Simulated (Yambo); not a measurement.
How GW settings move the gap: Al3BC

G0W0@PBEsol for Al$_{3}$BC (space group P6_3/mmc, No. 194) in Yambo. Reference settings: 6×6×1 Γ-centred k mesh, 216 bands and a 8 Ry block in the screening, 216 bands in G with the Bruneval-Gonze terminator, plasmon pole fitted at 27.2 eV. The PBEsol gap Γ → M on this mesh is 0.38 eV; G0W0 gaps are taken between the same points.

| change from the reference | G0W0 gap Γ → M (eV) | shift of the valence edge (eV) |
|---|---|---|
| reference settings | 0.81 | -0.34 |
| 76 bands in W, 76 bands in G | 0.79 | -0.02 |
| 135 bands in G | 0.80 | -0.32 |
| 1 Ry block | 0.64 | 0.45 |
| pole fitted at 15 eV | 0.80 | -0.26 |
| 135 bands in G, no terminator | 0.70 | -0.08 |

The reference isn't shown to be the converged limit.

Geometry of the Materials Project entry, not relaxed at this level; primitive cell a = 3.4812 Å, b = 3.4812 Å, c = 11.4684 Å, α = 90.00°, β = 90.00°, γ = 120.00°.

The structure is a Materials Project entry; no match was found in the copy of COD used, and its stability was not checked.

A shift is the quasiparticle energy of the state minus its PBEsol energy.
